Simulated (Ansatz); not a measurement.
A geometry of Cu away from equilibrium: step 17 of the relaxation of a randomly generated symmetric cell of Cu (space group No. 20). Calculation: PBE (plane waves to 420 eV, PAW, scalar-relativistic; Ansatz, an electronic-structure program). Γ-centred k-mesh 10×10×8 on the run's cell (coarser than for final values), Fermi–Dirac smearing 0.05 eV.

```xyz
4
Lattice="1.3477 -4.3311 0.0000 1.3477 4.3311 0.0000 0.0000 0.0000 4.1745" Properties=species:S:1:pos:R:3 pbc="T T T"
Cu     0.6739     1.1622     4.1745
Cu     2.0216    -1.1622     2.0872
Cu     2.0216     1.1622     2.0872
Cu     0.6739    -1.1622     0.0000
```

**Question.** Which atoms carry the largest force, and which way does it point?

**Answer.** 0.01 eV/Å, on Cu1, Cu2, Cu3, Cu4 (atoms numbered as listed); on Cu2 its components are (0.00, -0.01, 0.00).

**Question.** What is the pressure?

**Answer.** +5.2 GPa, compression positive.

No spin polarisation in the result.

The run could not lose the symmetry of its start: the end is stationary, and may be a saddle point rather than a minimum.

The end of the path is a generated cell of Cu: the first start was made by a random draw of sites in a space group, and the end was not matched to a known phase here, so it may be hypothetical. Known forms of Cu include space group No. 225.
